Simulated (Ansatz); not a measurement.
Input, command and steps of an Ansatz relaxation.

```yaml
crystal:
  lattice:
    - [7.3446343079, 0.0, 0.0]
    - [-3.6723171539, 6.3606398921, 0.0]
    - [0.0, 0.0, 6.2749007142]
  atoms:
    - { symbol: K, position: [0.3333333333, 0.6666666667, 0.75] }
    - { symbol: K, position: [0.6666666667, 0.3333333333, 0.25] }
    - { symbol: Al, position: [0.0, 0.0, 0.5] }
    - { symbol: Al, position: [0.0, 0.0, 0.0] }
    - { symbol: Pb, position: [0.146, 0.2919999999, 0.25] }
    - { symbol: Pb, position: [0.854, 0.146, 0.75] }
    - { symbol: Pb, position: [0.854, 0.7080000001, 0.75] }
    - { symbol: Pb, position: [0.146, 0.854, 0.25] }
    - { symbol: Pb, position: [0.7080000001, 0.854, 0.25] }
    - { symbol: Pb, position: [0.2919999999, 0.146, 0.75] }
basis:
  ecutwfc: 420
kpoints:
  mp_grid: { grid: [3, 3, 4] }
hamiltonian:
  xc: pbe
scf:
  occupations: { method: gaussian, width: 0.1 }
  lower_state_search: "off"
output:
  forces: true
  stress: true
  eigenvalues: true
relax:
  adjacent_minimum: "off"
  f_tol: 0.04
  max_steps: 70
  cell: { stress_tol: 0.4 }
```

```bash
ansatz run input.yaml --threads 1 --pin off --max-ram 2560MiB --backend cpu --events-out ev --progress --plain --runs-dir out
```

All numbers below come from DFT PBE, scalar-relativistic, plane waves, PAW (Ansatz).

Of 11 frames 10 are shown, positions in Å and forces in eV/Å; the SCF threshold varies from step to step. Steps run on the plane waves of an earlier cell, with a Pulay correction in the pressure. The basis is chosen afresh for the last frame, the zero of the energies, and at times for earlier ones too; energy and pressure step there, also at an unchanged geometry.

```xyz
10
Lattice="7.3446 0.0000 0.0000 -3.6723 6.3606 0.0000 0.0000 0.0000 6.2749" Properties=species:S:1:pos:R:3:forces:R:3 pbc="T T T" step=1 free_energy_over_end_meV_per_atom=845.57 pressure_GPa=20.29
K     0.0000    4.2404    4.7062    0.0000    0.0000    0.0000
K     3.6723    2.1202    1.5687    0.0000    0.0000    0.0000
Al    0.0000    0.0000    3.1374    0.0000    0.0000    0.0000
Al    0.0000    0.0000    0.0000    0.0000    0.0000    0.0000
Pb    0.0000    1.8573    1.5687    0.0000    5.5913    0.0000
Pb    5.7362    0.9287    4.7062   -4.8422    2.7956    0.0000
Pb    3.6723    4.5033    4.7062    0.0000   -5.5913    0.0000
Pb   -2.0638    5.4320    1.5687    4.8422   -2.7956    0.0000
Pb    2.0638    5.4320    1.5687   -4.8422   -2.7956    0.0000
Pb    1.6085    0.9287    4.7062    4.8422    2.7956    0.0000
10
Lattice="7.5304 0.0000 0.0000 -3.7652 6.5215 0.0000 0.0000 0.0000 6.5071" Properties=species:S:1:pos:R:3:forces:R:3 pbc="T T T" step=2 free_energy_over_end_meV_per_atom=202.10 pressure_GPa=6.22
K     0.0000    4.3477    4.8803    0.0000    0.0000    0.0000
K     3.7652    2.1738    1.6268    0.0000    0.0000    0.0000
Al    0.0000    0.0000    3.2535    0.0000    0.0000    0.0000
Al    0.0000    0.0000    0.0000    0.0000    0.0000    0.0000
Pb    0.0000    2.1086    1.6268    0.0000    1.9998    0.0000
Pb    5.7043    1.0543    4.8803   -1.7319    0.9999    0.0000
Pb    3.7652    4.4130    4.8803    0.0000   -1.9998    0.0000
Pb   -1.9391    5.4672    1.6268    1.7319   -0.9999    0.0000
Pb    1.9391    5.4672    1.6268   -1.7319   -0.9999    0.0000
Pb    1.8261    1.0543    4.8803    1.7319    0.9999    0.0000
10
Lattice="7.7273 0.0000 0.0000 -3.8637 6.6921 0.0000 0.0000 0.0000 6.2247" Properties=species:S:1:pos:R:3:forces:R:3 pbc="T T T" step=3 free_energy_over_end_meV_per_atom=53.25 pressure_GPa=2.09
K     0.0000    4.4614    4.6685    0.0000    0.0000    0.0000
K     3.8637    2.2307    1.5562    0.0000    0.0000    0.0000
Al    0.0000    0.0000    3.1123    0.0000    0.0000    0.0000
Al    0.0000    0.0000    0.0000    0.0000    0.0000    0.0000
Pb    0.0000    2.3537    1.5562    0.0000    0.6325    0.0000
Pb    5.6890    1.1769    4.6685   -0.5478    0.3162    0.0000
Pb    3.8637    4.3384    4.6685    0.0000   -0.6325    0.0000
Pb   -1.8253    5.5152    1.5562    0.5478   -0.3162    0.0000
Pb    1.8253    5.5152    1.5562   -0.5478   -0.3162    0.0000
Pb    2.0384    1.1769    4.6685    0.5478    0.3162    0.0000
10
Lattice="7.7696 0.0000 0.0000 -3.8848 6.7287 0.0000 0.0000 0.0000 6.2157" Properties=species:S:1:pos:R:3:forces:R:3 pbc="T T T" step=4 free_energy_over_end_meV_per_atom=29.82 pressure_GPa=0.84
K     0.0000    4.4858    4.6618    0.0000    0.0000    0.0000
K     3.8848    2.2429    1.5539    0.0000    0.0000    0.0000
Al    0.0000    0.0000    3.1079    0.0000    0.0000    0.0000
Al    0.0000    0.0000    0.0000    0.0000    0.0000    0.0000
Pb    0.0000    2.4452    1.5539    0.0000    0.2674    0.0000
Pb    5.6520    1.2226    4.6618   -0.2315    0.1337    0.0000
Pb    3.8848    4.2835    4.6618    0.0000   -0.2674    0.0000
Pb   -1.7672    5.5061    1.5539    0.2315   -0.1337    0.0000
Pb    1.7672    5.5061    1.5539   -0.2315   -0.1337    0.0000
Pb    2.1176    1.2226    4.6618    0.2315    0.1337    0.0000
10
Lattice="7.8537 0.0000 0.0000 -3.9269 6.8015 0.0000 0.0000 0.0000 6.1010" Properties=species:S:1:pos:R:3:forces:R:3 pbc="T T T" step=5 free_energy_over_end_meV_per_atom=19.93 pressure_GPa=0.09
K     0.0000    4.5343    4.5757    0.0000    0.0000    0.0000
K     3.9269    2.2672    1.5252    0.0000    0.0000    0.0000
Al    0.0000    0.0000    3.0505    0.0000    0.0000    0.0000
Al    0.0000    0.0000    0.0000    0.0000    0.0000    0.0000
Pb    0.0000    2.5490    1.5252    0.0000   -0.0428    0.0000
Pb    5.6462    1.2745    4.5757    0.0371   -0.0214    0.0000
Pb    3.9269    4.2525    4.5757    0.0000    0.0428    0.0000
Pb   -1.7194    5.5270    1.5252   -0.0371    0.0214    0.0000
Pb    1.7194    5.5270    1.5252    0.0371    0.0214    0.0000
Pb    2.2075    1.2745    4.5757   -0.0371   -0.0214    0.0000
10
Lattice="8.0350 0.0000 0.0000 -4.0175 6.9585 0.0000 0.0000 0.0000 5.9289" Properties=species:S:1:pos:R:3:forces:R:3 pbc="T T T" step=7 free_energy_over_end_meV_per_atom=11.82 pressure_GPa=-0.64
K     0.0000    4.6390    4.4466    0.0000    0.0000    0.0000
K     4.0175    2.3195    1.4822    0.0000    0.0000    0.0000
Al    0.0000    0.0000    2.9644    0.0000    0.0000    0.0000
Al    0.0000    0.0000    0.0000    0.0000    0.0000    0.0000
Pb    0.0000    2.6150    1.4822    0.0000   -0.1396    0.0000
Pb    5.7704    1.3075    4.4466    0.1209   -0.0698    0.0000
Pb    4.0175    4.3435    4.4466    0.0000    0.1396    0.0000
Pb   -1.7529    5.6510    1.4822   -0.1209    0.0698    0.0000
Pb    1.7529    5.6510    1.4822    0.1209    0.0698    0.0000
Pb    2.2646    1.3075    4.4466   -0.1209   -0.0698    0.0000
10
Lattice="8.0853 0.0000 0.0000 -4.0426 7.0020 0.0000 0.0000 0.0000 5.8056" Properties=species:S:1:pos:R:3:forces:R:3 pbc="T T T" step=8 free_energy_over_end_meV_per_atom=5.82 pressure_GPa=-0.39
K     0.0000    4.6680    4.3542    0.0000    0.0000    0.0000
K     4.0426    2.3340    1.4514    0.0000    0.0000    0.0000
Al    0.0000    0.0000    2.9028    0.0000    0.0000    0.0000
Al    0.0000    0.0000    0.0000    0.0000    0.0000    0.0000
Pb    0.0000    2.6114    1.4514    0.0000   -0.0687    0.0000
Pb    5.8237    1.3057    4.3542    0.0595   -0.0344    0.0000
Pb    4.0426    4.3906    4.3542    0.0000    0.0687    0.0000
Pb   -1.7811    5.6963    1.4514   -0.0595    0.0344    0.0000
Pb    1.7811    5.6963    1.4514    0.0595    0.0344    0.0000
Pb    2.2616    1.3057    4.3542   -0.0595   -0.0344    0.0000
10
Lattice="8.2367 0.0000 0.0000 -4.1183 7.1332 0.0000 0.0000 0.0000 5.5012" Properties=species:S:1:pos:R:3:forces:R:3 pbc="T T T" step=9 free_energy_over_end_meV_per_atom=2.87 pressure_GPa=0.17
K     0.0000    4.7555    4.1259    0.0000    0.0000    0.0000
K     4.1183    2.3777    1.3753    0.0000    0.0000    0.0000
Al    0.0000    0.0000    2.7506    0.0000    0.0000    0.0000
Al    0.0000    0.0000    0.0000    0.0000    0.0000    0.0000
Pb    0.0000    2.6259    1.3753    0.0000   -0.0610    0.0000
Pb    5.9626    1.3130    4.1259    0.0528   -0.0305    0.0000
Pb    4.1183    4.5072    4.1259    0.0000    0.0610    0.0000
Pb   -1.8442    5.8202    1.3753   -0.0528    0.0305    0.0000
Pb    1.8442    5.8202    1.3753    0.0528    0.0305    0.0000
Pb    2.2741    1.3130    4.1259   -0.0528   -0.0305    0.0000
10
Lattice="8.1991 0.0000 0.0000 -4.0996 7.1006 0.0000 0.0000 0.0000 5.5759" Properties=species:S:1:pos:R:3:forces:R:3 pbc="T T T" step=10 free_energy_over_end_meV_per_atom=1.51 pressure_GPa=0.06
K     0.0000    4.7338    4.1819    0.0000    0.0000    0.0000
K     4.0996    2.3669    1.3940    0.0000    0.0000    0.0000
Al    0.0000    0.0000    2.7880    0.0000    0.0000    0.0000
Al    0.0000    0.0000    0.0000    0.0000    0.0000    0.0000
Pb    0.0000    2.6143    1.3940    0.0000   -0.0089    0.0000
Pb    5.9351    1.3071    4.1819    0.0077   -0.0045    0.0000
Pb    4.0996    4.4864    4.1819    0.0000    0.0089    0.0000
Pb   -1.8355    5.7935    1.3940   -0.0077    0.0045    0.0000
Pb    1.8355    5.7935    1.3940    0.0077    0.0045    0.0000
Pb    2.2640    1.3071    4.1819   -0.0077   -0.0045    0.0000
10
Lattice="8.1991 0.0000 0.0000 -4.0996 7.1006 0.0000 0.0000 0.0000 5.5759" Properties=species:S:1:pos:R:3:forces:R:3 pbc="T T T" step=11 free_energy_over_end_meV_per_atom=0.00 pressure_GPa=0.13
K     0.0000    4.7338    4.1819    0.0000    0.0000    0.0000
K     4.0996    2.3669    1.3940    0.0000    0.0000    0.0000
Al    0.0000    0.0000    2.7880    0.0000    0.0000    0.0000
Al    0.0000    0.0000    0.0000    0.0000    0.0000    0.0000
Pb    0.0000    2.6143    1.3940    0.0000   -0.0096    0.0000
Pb    5.9351    1.3071    4.1819    0.0083   -0.0048    0.0000
Pb    4.0996    4.4864    4.1819    0.0000    0.0096    0.0000
Pb   -1.8355    5.7935    1.3940   -0.0083    0.0048    0.0000
Pb    1.8355    5.7935    1.3940    0.0083    0.0048    0.0000
Pb    2.2640    1.3071    4.1819   -0.0083   -0.0048    0.0000
```

The start puts this composition into another compound's structure type, which needn't suit it. At the end the space group is P6_3/mmc (tolerance 0.05 Å).

Time: 2.4 min on 1 thread of Arm Neoverse V2, with other jobs on the host, peak memory 0.6 GiB.

The k mesh is coarse. Spin–orbit coupling is left out, which can shift energies with elements as heavy as these.